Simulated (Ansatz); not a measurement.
LuGaP₂ (ordering on rocksalt): the band gap by level of theory

All numbers come from Ansatz 0.2.0. No magnetic order. The prototype was imposed, so other structures may be more stable.

Structure: an ordered 4-atom cell of LuGaP₂ on the rocksalt lattice (R-3m), at its r2SCAN minimum. It is trigonal, R-3m (No. 166); a = 3.791 Å, c = 18.407 Å in the conventional setting, 19.09 Å³ an atom. Ga is surrounded by 6 P at 2.60 Å; Lu is surrounded by 6 P at 2.75 Å; P is surrounded by 3 Ga at 2.60 Å and 3 Lu at 2.75 Å.

Relaxed lattice by functional, symmetry kept:
```csv
functional,k mesh,a (Å),c (Å),volume (Å³/atom)
PBE,8×8×8,3.798,18.657,19.43
r2SCAN,8×8×8,3.791,18.407,19.09
```

On this one geometry the levels give:
```csv
level,k mesh,gap (eV),kind,edges,least direct gap (eV),rough cost
PBE,8×8×8,none (overlap 1.12),–,–,–,17 core-seconds
PBE+SOC,8×8×8,none (overlap 1.12),–,–,–,2.3 core-minutes
r2SCAN,8×8×8,none (overlap 0.86),–,–,–,30 core-seconds
```
All runs use a smearing of 0.02 eV.
Wave cutoffs: 420 eV, 500 eV (r2SCAN).
Points off the special ones are mesh points or PBE's searched band edges, reused at the other levels.
Costs come from shared machines and give only the order; PBE's includes the band path. The runs had 2 threads of Arm Neoverse V1 (shared host).

r2SCAN gives no gap: the lowest nominally empty band dips 0.86 eV below the top of the last filled one (its bottom at F, the top at Γ–S₀ (0.10 of the way from Γ)), so the cell is a metal or semimetal at this level. PBE+SOC gives no gap: the lowest nominally empty band dips 1.12 eV below the top of the last filled one (its bottom at F, the top at Γ–S₀ (0.10 of the way from Γ)), so the cell is a metal or semimetal at this level.

No level opens a gap, but no hybrid is among them, and semilocal functionals can close a real gap.

Only the levels marked +SOC include spin-orbit coupling.
